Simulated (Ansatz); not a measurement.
TiO₂:
```cif
data_O8Ti4
_chemical_formula_sum 'Ti4 O8'
_space_group_name_H-M_alt 'P 1'
_space_group_IT_number 1
_cell_length_a 6.37481
_cell_length_b 6.37481
_cell_length_c 6.56138
_cell_angle_alpha 73.762
_cell_angle_beta 106.238
_cell_angle_gamma 145.946
loop_
_space_group_symop_operation_xyz
  'x, y, z'
loop_
_atom_site_label
_atom_site_type_symbol
_atom_site_fract_x
_atom_site_fract_y
_atom_site_fract_z
_atom_site_occupancy
Ti1 Ti 0.80553 0.19447 0.71733 1
Ti2 Ti 0.19447 0.80553 0.28267 1
Ti3 Ti 0.10061 0.89939 0.70958 1
Ti4 Ti 0.89939 0.10061 0.29042 1
O1 O 0.05833 0.94167 0.37059 1
O2 O 0.94167 0.05833 0.62941 1
O3 O 0.63853 0.36147 0.70588 1
O4 O 0.36147 0.63853 0.29412 1
O5 O 0.13294 0.86706 0.00369 1
O6 O 0.86706 0.13294 0.99631 1
O7 O 0.73605 0.26395 0.34702 1
O8 O 0.26395 0.73605 0.65298 1
```

Relaxed with r²SCAN.

Question: Tabulate the valence density and the electron localisation function along the shortest Ti–O contact (1.76 Å), plane-wave PAW r²SCAN (Ansatz code).

Answer: 

| distance from Ti (Å) | density (e/Å³) | ELF |
|---|---|---|
| 0.18 | 11.04 | 0.62 |
| 0.26 | 9.85 | 0.68 |
| 0.35 | 8.24 | 0.72 |
| 0.44 | 6.40 | 0.72 |
| 0.53 | 4.59 | 0.68 |
| 0.62 | 3.07 | 0.56 |
| 0.71 | 1.98 | 0.39 |
| 0.79 | 1.37 | 0.26 |
| 0.88 | 1.17 | 0.26 |
| 0.97 | 1.25 | 0.41 |
| 1.06 | 1.55 | 0.61 |
| 1.15 | 2.08 | 0.76 |
| 1.23 | 2.91 | 0.79 |
| 1.32 | 4.02 | 0.76 |
| 1.41 | 5.31 | 0.68 |
| 1.50 | 6.62 | 0.55 |
| 1.59 | 7.72 | 0.41 |

The density is the valence pseudo-density with augmentation charge, so density and ELF within about 1 Å of a nucleus are not all-electron values.

Space group C2/m. The workflow started from a Materials Project entry (that database holds measured and hypothetical structures alike); the Crystallography Open Database copy checked does not list it. It is not the phase usual at ambient conditions (space group No. 61, 136, 141). The cell was relaxed with r²SCAN under the symmetry of its start; its stability against distortions is not shown here. The run is not spin-polarised.

Potentials: the earlier of the program's two PAW sets.
